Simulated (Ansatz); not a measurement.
Geometry optimisation in Ansatz: input, command and trajectory.

```yaml
crystal:
  lattice:
    - [-1.9757090549, 1.9757090549, 4.4132721747]
    - [1.9757090549, -1.9757090549, 4.4132721747]
    - [1.9757090549, 1.9757090549, -4.4132721747]
  atoms:
    - { symbol: Na, position: [0.5, 0.5, 0.0] }
    - { symbol: Na, position: [0.25, 0.75, 0.5] }
    - { symbol: Na, position: [0.75, 0.25, 0.5] }
    - { symbol: B, position: [0.0, 0.0, 0.0] }
basis:
  ecutwfc: 420
kpoints:
  mp_grid: { grid: [6, 6, 6] }
hamiltonian:
  xc: pbe
scf:
  occupations: { method: gaussian, width: 0.1 }
  lower_state_search: "off"
output:
  forces: true
  stress: true
  eigenvalues: true
relax:
  adjacent_minimum: "off"
  f_tol: 0.04
  max_steps: 70
  cell: { stress_tol: 0.4 }
```

```bash
ansatz run input.yaml --threads 1 --pin off --max-ram 2560MiB --backend cpu --events-out ev --progress --plain --runs-dir out
```

The calculation used DFT PBE, scalar-relativistic, plane waves, PAW (Ansatz).

Of 11 frames 10 are shown, positions in Å and forces in eV/Å; the SCF threshold varies from step to step. Steps run on the plane waves of an earlier cell, with a Pulay correction in the pressure. The basis is chosen afresh for the last frame, the zero of the energies, and at times for earlier ones too; energy and pressure step there, also at an unchanged geometry. Here that happened at step 6 (-3 meV/atom, 0.2 GPa); the frames before carry an error of that size.

```xyz
4
Lattice="-1.9757 1.9757 4.4133 1.9757 -1.9757 4.4133 1.9757 1.9757 -4.4133" Properties=species:S:1:pos:R:3:forces:R:3 pbc="T T T" step=1 free_energy_over_end_meV_per_atom=88.42 pressure_GPa=6.38
Na    0.0000    0.0000    4.4133    0.0000    0.0000    0.0000
Na    1.9757    0.0000    2.2066    0.0000    0.0000    0.0000
Na    0.0000    1.9757    2.2066    0.0000    0.0000    0.0000
B     0.0000    0.0000    0.0000    0.0000    0.0000    0.0000
4
Lattice="-2.0720 2.0720 4.5399 2.0720 -2.0720 4.5399 2.0720 2.0720 -4.5399" Properties=species:S:1:pos:R:3:forces:R:3 pbc="T T T" step=2 free_energy_over_end_meV_per_atom=26.78 pressure_GPa=2.19
Na    0.0000    0.0000    4.5399    0.0000    0.0000    0.0000
Na    2.0720    0.0000    2.2699    0.0000    0.0000    0.0000
Na    0.0000    2.0720    2.2699    0.0000    0.0000    0.0000
B     0.0000    0.0000    0.0000    0.0000    0.0000    0.0000
4
Lattice="-2.1527 2.1527 4.5175 2.1527 -2.1527 4.5175 2.1527 2.1527 -4.5175" Properties=species:S:1:pos:R:3:forces:R:3 pbc="T T T" step=3 free_energy_over_end_meV_per_atom=9.73 pressure_GPa=0.39
Na    0.0000    0.0000    4.5175    0.0000    0.0000    0.0000
Na    2.1527    0.0000    2.2588    0.0000    0.0000    0.0000
Na    0.0000    2.1527    2.2588    0.0000    0.0000    0.0000
B     0.0000    0.0000    0.0000    0.0000    0.0000    0.0000
4
Lattice="-2.1870 2.1870 4.4649 2.1870 -2.1870 4.4649 2.1870 2.1870 -4.4649" Properties=species:S:1:pos:R:3:forces:R:3 pbc="T T T" step=4 free_energy_over_end_meV_per_atom=7.53 pressure_GPa=-0.08
Na    0.0000    0.0000    4.4649    0.0000    0.0000    0.0000
Na    2.1870    0.0000    2.2324    0.0000    0.0000    0.0000
Na    0.0000    2.1870    2.2324    0.0000    0.0000    0.0000
B     0.0000    0.0000    0.0000    0.0000    0.0000    0.0000
4
Lattice="-2.2034 2.2034 4.3411 2.2034 -2.2034 4.3411 2.2034 2.2034 -4.3411" Properties=species:S:1:pos:R:3:forces:R:3 pbc="T T T" step=5 free_energy_over_end_meV_per_atom=6.53 pressure_GPa=0.13
Na    0.0000    0.0000    4.3411    0.0000    0.0000    0.0000
Na    2.2034    0.0000    2.1705    0.0000    0.0000    0.0000
Na    0.0000    2.2034    2.1705    0.0000    0.0000    0.0000
B     0.0000    0.0000    0.0000    0.0000    0.0000    0.0000
4
Lattice="-2.2428 2.2428 4.2495 2.2428 -2.2428 4.2495 2.2428 2.2428 -4.2495" Properties=species:S:1:pos:R:3:forces:R:3 pbc="T T T" step=7 free_energy_over_end_meV_per_atom=2.05 pressure_GPa=0.10
Na    0.0000    0.0000    4.2495    0.0000    0.0000    0.0000
Na    2.2428    0.0000    2.1247    0.0000    0.0000    0.0000
Na    0.0000    2.2428    2.1247    0.0000    0.0000    0.0000
B     0.0000    0.0000    0.0000    0.0000    0.0000    0.0000
4
Lattice="-2.2803 2.2803 4.1291 2.2803 -2.2803 4.1291 2.2803 2.2803 -4.1291" Properties=species:S:1:pos:R:3:forces:R:3 pbc="T T T" step=8 free_energy_over_end_meV_per_atom=1.31 pressure_GPa=0.01
Na    0.0000    0.0000    4.1291    0.0000    0.0000    0.0000
Na    2.2803    0.0000    2.0646    0.0000    0.0000    0.0000
Na    0.0000    2.2803    2.0646    0.0000    0.0000    0.0000
B     0.0000    0.0000    0.0000    0.0000    0.0000    0.0000
4
Lattice="-2.3265 2.3265 3.9617 2.3265 -2.3265 3.9617 2.3265 2.3265 -3.9617" Properties=species:S:1:pos:R:3:forces:R:3 pbc="T T T" step=9 free_energy_over_end_meV_per_atom=0.72 pressure_GPa=0.02
Na    0.0000    0.0000    3.9617    0.0000    0.0000    0.0000
Na    2.3265    0.0000    1.9809    0.0000    0.0000    0.0000
Na    0.0000    2.3265    1.9809    0.0000    0.0000    0.0000
B     0.0000    0.0000    0.0000    0.0000    0.0000    0.0000
4
Lattice="-2.3872 2.3872 3.7465 2.3872 -2.3872 3.7465 2.3872 2.3872 -3.7465" Properties=species:S:1:pos:R:3:forces:R:3 pbc="T T T" step=10 free_energy_over_end_meV_per_atom=0.71 pressure_GPa=0.05
Na    0.0000    0.0000    3.7465    0.0000    0.0000    0.0000
Na    2.3872    0.0000    1.8733    0.0000    0.0000    0.0000
Na    0.0000    2.3872    1.8733    0.0000    0.0000    0.0000
B     0.0000    0.0000    0.0000    0.0000    0.0000    0.0000
4
Lattice="-2.3872 2.3872 3.7465 2.3872 -2.3872 3.7465 2.3872 2.3872 -3.7465" Properties=species:S:1:pos:R:3:forces:R:3 pbc="T T T" step=11 free_energy_over_end_meV_per_atom=0.00 pressure_GPa=0.11
Na    0.0000    0.0000    3.7465    0.0000    0.0000    0.0000
Na    2.3872    0.0000    1.8733    0.0000    0.0000    0.0000
Na    0.0000    2.3872    1.8733    0.0000    0.0000    0.0000
B     0.0000    0.0000    0.0000    0.0000    0.0000    0.0000
```

The start puts this composition into another compound's structure type, which needn't suit it. At the end the space group is I4/mmm (tolerance 0.05 Å).

It took 26 s on 1 thread of Intel(R) Xeon(R) Platinum 8375C CPU @ 2.90GHz (Ice Lake), on a shared host, peak memory 0.42 GiB.

The k mesh is coarse.